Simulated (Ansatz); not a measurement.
In$_{2}$Ge$_{2}$O$_{7}$:
```cif
data_Ge2In2O7
_chemical_formula_sum 'In2 Ge2 O7'
_space_group_name_H-M_alt 'P 1'
_space_group_IT_number 1
_cell_length_a 5.53986
_cell_length_b 5.53986
_cell_length_c 4.94451
_cell_angle_alpha 82.492
_cell_angle_beta 97.508
_cell_angle_gamma 74.429
loop_
_space_group_symop_operation_xyz
  'x, y, z'
loop_
_atom_site_label
_atom_site_type_symbol
_atom_site_fract_x
_atom_site_fract_y
_atom_site_fract_z
_atom_site_occupancy
In1 In 0.69284 0.69284 0.00000 1
In2 In 0.30716 0.30716 0.00000 1
Ge1 Ge 0.76618 0.23382 0.59297 1
Ge2 Ge 0.23382 0.76618 0.40703 1
O1 O 0.07454 0.59473 0.21159 1
O2 O 0.92546 0.40527 0.78841 1
O3 O 0.59473 0.07454 0.78841 1
O4 O 0.40527 0.92546 0.21159 1
O5 O 0.00000 0.00000 0.50000 1
O6 O 0.40865 0.59135 0.72694 1
O7 O 0.59135 0.40865 0.27306 1
```

Relaxed with r²SCAN. r²SCAN (plane waves, PAW; program Ansatz) gives a gap of 2.75 eV.

### Question
What gap does HSE06 give on the same cell (Ansatz, PAW)?

### Answer
3.87 eV, 1.12 eV more. The hybrid was solved on a coarser mesh and at special points; the gap given is the minimum over both.

| k | v1 r²SCAN | c1 r²SCAN | v1 HSE06 | c1 HSE06 |
|---|---|---|---|---|
| Γ | 0.00 | 2.75 | 0.00 | 3.87 |
| Y | -0.23 | 5.96 | ? | ? |
| A | -0.10 | 5.13 | ? | ? |
| M | -0.14 | 5.54 | -0.17 | 6.73 |
| V2 | -0.13 | 5.31 | ? | ? |
| L2 | -0.27 | 5.95 | ? | ? |

### Question
Top valence (v1) and lowest conduction level (c1) in eV from each method's valence maximum (which need not be a listed point): supply the withheld HSE06 values.

### Answer

- L2, v1 HSE06: -0.26
- L2, c1 HSE06: 7.16
- V2, v1 HSE06: -0.12
- V2, c1 HSE06: 6.50
- Y, v1 HSE06: -0.24
- Y, c1 HSE06: 7.19
- A, v1 HSE06: -0.03
- A, c1 HSE06: 6.31

Cost on shared cores: the r²SCAN run (SCF on a 5×5×6 mesh, then bands and DOS) about 5 core-minutes (a rough figure), the HSE06 run (SCF on 3×3×4, then a few points) around 7 core-minutes (rough); the tasks are unlike.

Space group C2/m. The workflow started from a Materials Project entry (that database holds measured and hypothetical structures alike); the Crystallography Open Database files this formula in space group No. 12, but the cells were not matched. Whether it is the stable phase at ambient conditions was not checked. The cell was relaxed with r²SCAN under the symmetry of its start; whether a distortion lowers the energy is not shown. Spin–orbit coupling is left out wherever it is not named.

Potentials: the later of the program's two PAW sets.
